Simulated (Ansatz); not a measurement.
Below is a relaxed structure of Al₂BAs₂. The cell was found from a structure generator's guess, not taken from experiment.

The calculation used Ansatz, DFT PBE, scalar-relativistic, plane waves, PAW. Cutoff 420 eV, Γ-centred mesh, Gaussian smearing, no spin polarisation.

```
Al B As
1.0
     3.97572    0.00000    0.00000
     0.00000    3.97572    0.00000
     0.00000    0.00000    5.57133
Al B As
2 1 2
Direct
  0.50000 0.00000 0.11642
  0.00000 0.50000 0.11642
  0.50000 0.50000 0.25234
  0.50000 0.00000 0.65429
  0.00000 0.50000 0.65429
```

Energies over the elements count from the elements' standard structures at the same level, with no fitted energy shifts.

Question: What space group does it have?

Answer: P4mm (No. 99). Conventional cell: a = 3.976 Å, c = 5.571 Å. Al has 2 B at 2.13 Å, 1 As at 2.57 Å, 4 Al at 2.81 Å and 1 As at 3.00 Å; B is surrounded by 4 Al at 2.13 Å and 4 As at 2.99 Å; around As lie 1 Al at 2.57 Å, 4 As at 2.81 Å, 2 B at 2.99 Å and 1 Al at 3.00 Å.

Question: How far does it lie from the elements in energy?

Answer: +0.38 eV/atom. It can't be a ground state, since the elements alone are lower.

Question: Is it a metal?

Answer: Yes, bands cross the Fermi level on the 10×10×8 mesh.

The last run used a 10×10×8 mesh (in the run's order of axes) for its 5-atom cell and Gaussian smearing of 0.10 eV. An odd number of electrons in the primitive cell allows no gap without spin; a larger cell or a magnetic state could open one. The cell is a metal run without spin; a magnetic state may lie lower. The reference form of As is held partly by dispersion forces, which this level lacks. Symmetry constrained the relaxation, so the result can be a saddle point. Another cell of Al2BAs2 relaxed alike, in P-3m1, lies 146 meV/atom lower, so this cell isn't the stable form at this level.
